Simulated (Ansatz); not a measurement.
A relaxation computed with Ansatz, from input to last step.

```yaml
crystal:
  lattice:
    - [2.0715, 1.1959810826, 9.5453333333]
    - [-2.0715, 1.1959810826, 9.5453333333]
    - [0.0, -2.3919621653, 9.5453333333]
  atoms:
    - { symbol: Bi, position: [0.4008, 0.4008, 0.4008] }
    - { symbol: Bi, position: [0.5992, 0.5992, 0.5992] }
    - { symbol: Se, position: [0.0, 0.0, 0.0] }
    - { symbol: Se, position: [0.2117, 0.2117, 0.2117] }
    - { symbol: Se, position: [0.7883, 0.7883, 0.7883] }
basis:
  ecutwfc: 500
kpoints:
  mp_grid: { grid: [12, 12, 12] }
hamiltonian:
  xc: r2scan
scf:
  occupations: { method: gaussian, width: 0.02 }
output:
  forces: true
  stress: true
  eigenvalues: true
relax:
  adjacent_minimum: "off"
  f_tol: 0.005
  max_steps: 80
  cell: { stress_tol: 0.05 }
```

```bash
ansatz run input.yaml --threads 1 --pin off --max-ram 2560MiB --backend cpu --events-out ev --progress --plain --runs-dir out
```

Method: DFT r2SCAN, scalar-relativistic, plane waves, PAW in Ansatz 0.2.0.

Of 7 frames 7 are shown, positions in Å and forces in eV/Å; the SCF threshold varies from step to step. Steps run on the plane waves of an earlier cell, with a Pulay correction in the pressure. The basis is chosen afresh for the last frame, the zero of the energies, and at times for earlier ones too; energy and pressure step there, also at an unchanged geometry. The end is built of layers, and without a dispersion correction their distances are poorly fixed.

```xyz
5
Lattice="2.0715 1.1960 9.5453 -2.0715 1.1960 9.5453 0.0000 -2.3920 9.5453" Properties=species:S:1:pos:R:3:forces:R:3 pbc="T T T" step=1 free_energy_over_end_meV_per_atom=10.20 pressure_GPa=1.40
Bi    0.0000    0.0000   11.4773    0.0000    0.0000   -0.0300
Bi    0.0000    0.0000   17.1587    0.0000    0.0000    0.0300
Se    0.0000    0.0000    0.0000    0.0000    0.0000    0.0000
Se    0.0000    0.0000    6.0622    0.0000    0.0000    0.0852
Se    0.0000    0.0000   22.5738    0.0000    0.0000   -0.0852
5
Lattice="2.1082 1.2172 9.7516 -2.1082 1.2172 9.7516 0.0000 -2.4344 9.7516" Properties=species:S:1:pos:R:3:forces:R:3 pbc="T T T" step=2 free_energy_over_end_meV_per_atom=3.75 pressure_GPa=-0.70
Bi    0.0000    0.0000   11.6692    0.0000    0.0000    0.0740
Bi    0.0000    0.0000   17.5856    0.0000    0.0000   -0.0740
Se    0.0000    0.0000    0.0000    0.0000    0.0000    0.0000
Se    0.0000    0.0000    6.3016    0.0000    0.0000    0.1032
Se    0.0000    0.0000   22.9531    0.0000    0.0000   -0.1032
5
Lattice="2.0857 1.2042 9.9202 -2.0857 1.2042 9.9202 0.0000 -2.4084 9.9202" Properties=species:S:1:pos:R:3:forces:R:3 pbc="T T T" step=3 free_energy_over_end_meV_per_atom=1.09 pressure_GPa=0.50
Bi    0.0000    0.0000   11.8401    0.0000    0.0000   -0.0061
Bi    0.0000    0.0000   17.9206    0.0000    0.0000    0.0061
Se    0.0000    0.0000    0.0000    0.0000    0.0000    0.0000
Se    0.0000    0.0000    6.4718    0.0000    0.0000   -0.0959
Se    0.0000    0.0000   23.2888    0.0000    0.0000    0.0959
5
Lattice="2.0779 1.1997 10.0654 -2.0779 1.1997 10.0654 0.0000 -2.3993 10.0654" Properties=species:S:1:pos:R:3:forces:R:3 pbc="T T T" step=4 free_energy_over_end_meV_per_atom=0.36 pressure_GPa=0.03
Bi    0.0000    0.0000   12.0169    0.0000    0.0000   -0.0101
Bi    0.0000    0.0000   18.1794    0.0000    0.0000    0.0101
Se    0.0000    0.0000    0.0000    0.0000    0.0000    0.0000
Se    0.0000    0.0000    6.5607    0.0000    0.0000    0.0242
Se    0.0000    0.0000   23.6356    0.0000    0.0000   -0.0242
5
Lattice="2.0819 1.2020 10.0474 -2.0819 1.2020 10.0474 0.0000 -2.4039 10.0474" Properties=species:S:1:pos:R:3:forces:R:3 pbc="T T T" step=5 free_energy_over_end_meV_per_atom=0.23 pressure_GPa=0.02
Bi    0.0000    0.0000   11.9907    0.0000    0.0000   -0.0012
Bi    0.0000    0.0000   18.1516    0.0000    0.0000    0.0012
Se    0.0000    0.0000    0.0000    0.0000    0.0000    0.0000
Se    0.0000    0.0000    6.5574    0.0000    0.0000    0.0036
Se    0.0000    0.0000   23.5849    0.0000    0.0000   -0.0036
5
Lattice="2.0822 1.2022 10.0596 -2.0822 1.2022 10.0596 0.0000 -2.4043 10.0596" Properties=species:S:1:pos:R:3:forces:R:3 pbc="T T T" step=6 free_energy_over_end_meV_per_atom=0.23 pressure_GPa=0.01
Bi    0.0000    0.0000   12.0024    0.0000    0.0000   -0.0004
Bi    0.0000    0.0000   18.1766    0.0000    0.0000    0.0004
Se    0.0000    0.0000    0.0000    0.0000    0.0000    0.0000
Se    0.0000    0.0000    6.5707    0.0000    0.0000    0.0001
Se    0.0000    0.0000   23.6082    0.0000    0.0000   -0.0001
5
Lattice="2.0822 1.2022 10.0596 -2.0822 1.2022 10.0596 0.0000 -2.4043 10.0596" Properties=species:S:1:pos:R:3:forces:R:3 pbc="T T T" step=7 free_energy_over_end_meV_per_atom=0.00 pressure_GPa=0.02
Bi    0.0000    0.0000   12.0024    0.0000    0.0000   -0.0003
Bi    0.0000    0.0000   18.1766    0.0000    0.0000    0.0003
Se    0.0000    0.0000    0.0000    0.0000    0.0000    0.0000
Se    0.0000    0.0000    6.5707    0.0000    0.0000    0.0002
Se    0.0000    0.0000   23.6082    0.0000    0.0000   -0.0002
```

The run took 18 min on 1 thread of Arm Neoverse V1, with other jobs on the host, peak memory 1.5 GiB.

Spin–orbit coupling is left out, which can shift energies with elements as heavy as these.